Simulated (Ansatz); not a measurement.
## CuS (zincblende type) under strong compression

```
Cu S
1.0
     0.00000    2.56249    2.56249
     2.56249    0.00000    2.56249
     2.56249    2.56249    0.00000
Cu S
1 1
Direct
  0.00000 0.00000 0.00000
  0.25000 0.25000 0.25000
```

The cell comes from a relaxation on PAW files under the same functional, begun from a prototype that needn't be the stable phase.

Its volume is scaled at fixed shape and fractional positions.

Level of theory: DFT with PBEsol, scalar-relativistic, in Ansatz 0.2.0; a Γ-centred 14×14×14 k mesh, Fermi–Dirac smearing of 0.05 eV, no spin polarisation. LAPW: all electrons, basis error target 1 meV/atom; PAW: frozen-core files, cutoff 420 eV; crystal datasets: all electrons, by PAW datasets that the program makes for each cell; norm-conserving: pseudopotentials, cutoff 1252 eV; PAW (core large): files with a larger core, cutoff 420 eV.

Energies are extrapolated to zero smearing and count from the unscaled cell; pressure is positive in compression; gaps take the mesh and a band path. No temperature or zero-point motion is included.

The PAW files were made under PBE. The structure type is held throughout; the real material can change phase at far lower pressure.

```
V/V0  V (Å³/atom)  P LAPW (GPa)  ΔE LAPW (eV/atom)  P PAW − LAPW (GPa)  ΔE PAW − LAPW (meV/atom)
1.00        16.83          0.00              0.000               -0.01                       0.0
0.95        15.98          5.69              0.014               -0.01                       0.0
0.85        14.30          23.4              0.157                0.00                       0.0
0.75        12.62          55.3              0.553                0.02                       0.2
0.65        10.94         115.0              1.413                0.02                       0.6
0.55         9.25         232.3              3.164               -0.27                      -0.1
0.45         7.57             ?                  ?                   ?                         ?
0.40         6.73         711.4              9.829               -5.93                     -31.6
```

Problem. Fit the Vinet equation to the LAPW pressures shown (residuals weighted by 1/(|P| + 0.03·Pmax)), and predict the pressure of the withheld row.

Solution. The fit gives V0 = 16.85 Å³/atom, B0 = 92.8 GPa and B0′ = 5.18. At 7.57 Å³/atom, x = (V/V0)^(1/3) = 0.7660, and P = 3·B0·(1 − x)/x²·exp[1.5·(B0′ − 1)·(1 − x)] = 482.5 GPa. The run itself gave 481.9 GPa (+0.1 % off) and ΔE = 6.741 eV/atom.

Problem. At the smallest volume, how far do crystal datasets and norm-conserving and PAW (core large) lie from LAPW in pressure?

Solution. crystal datasets: 0.00 GPa; norm-conserving: +0.87 GPa; PAW (core large): -5.93 GPa, on a LAPW pressure of 711.4 GPa.
